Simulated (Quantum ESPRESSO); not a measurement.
# Ti3Ru3InRh: input and log of a self-consistent run

Simulated, not a measurement. The program is pw.x of Quantum ESPRESSO 7.5 (plane-wave density functional theory). The cell is made up: eight metal atoms on a hexagonal close-packed lattice, with elements, volume, strain and displacements drawn at random and not relaxed, so it may be unstable or far from any real phase. PseudoDojo standard norm-conserving files set the functional (PBE unless stated); there is no spin polarisation or spin-orbit coupling, the Fermi-Dirac width of 0.25 eV means electrons at about 2900 K, and the masses in the input are unused placeholders. A spin test at this wide smearing found no moment, but such smearing suppresses magnetism that the real alloy may have.

Input:

```
&control calculation='scf', pseudo_dir='./dojo.nc.sr.pbe.v0_5.standard.upf', outdir='./o', disk_io='minimal', tprnfor=.true., tstress=.true. /
&system ibrav=0, nat=8, ntyp=4, nbnd=74, ecutwfc=87.97787729, nosym=.true., tot_charge=0,
 occupations='smearing', smearing='fd', degauss=0.0183746611
/
&electrons conv_thr=1.470e-08, electron_maxstep=70, mixing_beta=0.5 /
ATOMIC_SPECIES
In 1.0 In.upf
Rh 1.0 Rh.upf
Ru 1.0 Ru.upf
Ti 1.0 Ti.upf
CELL_PARAMETERS angstrom
-2.835 -0.0131 -0.0232
-0.0371 -0.0472 -4.4115
-0.0452 -9.7622 -0.1023
ATOMIC_POSITIONS angstrom
Ti 0.0561 -0.0072 -0.0483
Ru -0.0677 -4.7536 -0.1444
Ru -0.1037 -3.2569 -2.2374
Ti 0.0156 -8.0918 -2.315
Ru -1.4339 -2.5533 0.0003
In -1.5812 -7.3817 -0.0761
Rh -1.4869 -0.7502 -2.1791
Ti -1.5541 -5.7245 -2.1928
K_POINTS automatic
8 5 3 1 1 1
```

The log is shortened where brackets say so; the opening notice, blank lines, dates and the lines on written files are dropped, and the path of the files is cut. It prints rydbergs, bohrs and kilobars, and counts compression as positive stress. Its total energy is the free energy E - TS of the whole cell.

```
     Program PWSCF v.7.5
     Parallel version (MPI & OpenMP), running on       4 processor cores
     Number of MPI processes:                 4
     Threads/MPI process:                     1
     [start-up lines left out]
     bravais-lattice index     =            0
     lattice parameter (alat)  =       5.3576  a.u.
     unit-cell volume          =     823.7513 (a.u.)^3
     number of atoms/cell      =            8
     number of atomic types    =            4
     number of electrons       =       114.00
     number of Kohn-Sham states=           74
     kinetic-energy cutoff     =      87.9779  Ry
     charge density cutoff     =     351.9115  Ry
     scf convergence threshold =      1.5E-08
     mixing beta               =       0.5000
     number of iterations used =            8  plain     mixing
     Exchange-correlation= PBE
                           (   1   4   3   4   0   0   0)
     [axes and pseudopotential details left out]
   Cartesian axes
     site n.     atom                  positions (alat units)
         1        Ti     tau(   1) = (   0.0197875  -0.0025396  -0.0170363  )
         2        Ru     tau(   2) = (  -0.0238790  -1.6766808  -0.0509325  )
         3        Ru     tau(   3) = (  -0.0365769  -1.1487676  -0.7891715  )
         4        Ti     tau(   4) = (   0.0055024  -2.8541244  -0.8165424  )
         5        Ru     tau(   5) = (  -0.5057625  -0.9005952   0.0001058  )
         6        In     tau(   6) = (  -0.5577179  -2.6036593  -0.0268418  )
         7        Rh     tau(   7) = (  -0.5244566  -0.2646091  -0.7686080  )
         8        Ti     tau(   8) = (  -0.5481592  -2.0191348  -0.7734403  )
     number of k points=    60  Fermi-Dirac smearing, width (Ry)=  0.0184
                       cart. coord. in units 2pi/alat
        k(    1) = (  -0.0617660  -0.0474544  -0.0632395), wk =   0.0333333
        k(    2) = (  -0.0626438   0.1461837  -0.0653039), wk =   0.0333333
     [further k points left out]
     Dense  grid:    91713 G-vectors     FFT dimensions: (  32,  50, 120)
     Estimated max dynamical RAM per process >     351.35 MB
     Estimated total dynamical RAM >       1.31 GB
     Initial potential from superposition of free atoms
     starting charge     113.9884, renormalised to     114.0000
     Starting wfcs are   79 randomized atomic wfcs
     total cpu time spent up to now is       17.8 secs
     per-process dynamical memory:   285.4 Mb
     Self-consistent Calculation
     iteration #  1     ecut=    87.98 Ry     beta= 0.50
     Davidson diagonalization with overlap
     ethr =  1.00E-02,  avg # of iterations =  3.4
     total cpu time spent up to now is       60.7 secs
     total energy              =   -1319.73439847 Ry
     estimated scf accuracy    <      15.18393285 Ry
     iteration #  2     ecut=    87.98 Ry     beta= 0.50
     Davidson diagonalization with overlap
     ethr =  1.00E-02,  avg # of iterations =  6.0
     total cpu time spent up to now is      123.2 secs
     total energy              =   -1304.95517596 Ry
     estimated scf accuracy    <     508.23426975 Ry
     iteration #  3     ecut=    87.98 Ry     beta= 0.50
     Davidson diagonalization with overlap
     ethr =  1.00E-02,  avg # of iterations =  5.0
     total cpu time spent up to now is      173.8 secs
     total energy              =   -1329.10992580 Ry
     estimated scf accuracy    <      45.46741332 Ry
     iteration #  4     ecut=    87.98 Ry     beta= 0.50
     Davidson diagonalization with overlap
     ethr =  1.00E-02,  avg # of iterations =  3.8
     total cpu time spent up to now is      212.7 secs
     total energy              =   -1329.68514226 Ry
     estimated scf accuracy    <      18.88499099 Ry
     iteration #  5     ecut=    87.98 Ry     beta= 0.50
     Davidson diagonalization with overlap
     ethr =  1.00E-02,  avg # of iterations =  1.8
     total cpu time spent up to now is      245.6 secs
     total energy              =   -1330.28724546 Ry
     estimated scf accuracy    <       5.89420800 Ry
     [iterations 6 to 24 left out]
     iteration # 25     ecut=    87.98 Ry     beta= 0.50
     Davidson diagonalization with overlap
     ethr =  5.17E-09,  avg # of iterations =  2.0
     total cpu time spent up to now is      945.7 secs
     total energy              =   -1330.17153511 Ry
     estimated scf accuracy    <       0.00002994 Ry
     iteration # 26     ecut=    87.98 Ry     beta= 0.50
     Davidson diagonalization with overlap
     ethr =  5.17E-09,  avg # of iterations =  1.0
     total cpu time spent up to now is      978.5 secs
     total energy              =   -1330.17153607 Ry
     estimated scf accuracy    <       0.00000051 Ry
     iteration # 27     ecut=    87.98 Ry     beta= 0.50
     Davidson diagonalization with overlap
     ethr =  4.50E-10,  avg # of iterations =  2.5
     total cpu time spent up to now is     1014.3 secs
     total energy              =   -1330.17153612 Ry
     estimated scf accuracy    <       0.00000028 Ry
     iteration # 28     ecut=    87.98 Ry     beta= 0.50
     Davidson diagonalization with overlap
     ethr =  2.47E-10,  avg # of iterations =  1.1
     total cpu time spent up to now is     1046.0 secs
     total energy              =   -1330.17153614 Ry
     estimated scf accuracy    <       0.00000003 Ry
     iteration # 29     ecut=    87.98 Ry     beta= 0.50
     Davidson diagonalization with overlap
     ethr =  2.28E-11,  avg # of iterations =  3.7
     total cpu time spent up to now is     1084.2 secs
     End of self-consistent calculation
     [lines on levels left out]
!    total energy              =   -1330.17153614 Ry
     estimated scf accuracy    <          1.2E-09 Ry
     smearing contrib. (-TS)   =      -0.13951838 Ry
     internal energy E=F+TS    =   -1330.03201776 Ry
     The total energy is F=E-TS. E is the sum of the following terms:
     one-electron contribution =    -356.56854720 Ry
     hartree contribution      =     250.02567852 Ry
     xc contribution           =    -233.03443973 Ry
     ewald contribution        =    -990.45470935 Ry
     convergence has been achieved in  29 iterations
     Forces acting on atoms (cartesian axes, Ry/au):
     atom    1 type  4   force =    -0.02032181   -0.10016346    0.01292771
     atom    2 type  3   force =     0.00445457   -0.02995327    0.03582208
     atom    3 type  3   force =     0.00822776    0.01519814   -0.00914220
     atom    4 type  4   force =    -0.04403954   -0.04865766    0.02831922
     atom    5 type  3   force =    -0.01534147    0.01429945   -0.00445220
     atom    6 type  1   force =     0.04468659    0.06505950   -0.00739093
     atom    7 type  2   force =     0.00671930   -0.01727684   -0.01240679
     atom    8 type  4   force =     0.01561460    0.10149415   -0.04367689
     Total force =     0.194932     Total SCF correction =     0.000264
     Computing stress (Cartesian axis) and pressure
          total   stress  (Ry/bohr**3)                   (kbar)     P=       73.70
   0.00040146   0.00006250  -0.00010030           59.06        9.19      -14.75
   0.00006250   0.00029291  -0.00024274            9.19       43.09      -35.71
  -0.00010030  -0.00024274   0.00080861          -14.75      -35.71      118.95
     init_run     :     16.93s CPU     17.48s WALL (       1 calls)
     electrons    :   1047.79s CPU   1066.46s WALL (       1 calls)
     forces       :      5.59s CPU      5.61s WALL (       1 calls)
     stress       :     18.68s CPU     18.68s WALL (       1 calls)
     [timing details left out]
     PWSCF        :  18m 9.33s CPU  18m28.71s WALL
     JOB DONE.
```

In other units: free energy -18097.906 eV for the cell, pressure 7.37 GPa, largest force component 2.610 eV/Å in size. The run took 1110 s of wall time with four MPI processes on a shared machine (Intel Xeon, older, virtual cores), so the time is rough. A rerun of this cell at a higher cutoff and on a denser mesh moved values by no more than 0.010 eV in energy, 0.07 GPa in stress and 0.011 eV/Å in force, and a second program with other atomic files agreed on that cell to 2 % rms in force and 0.5 GPa in pressure.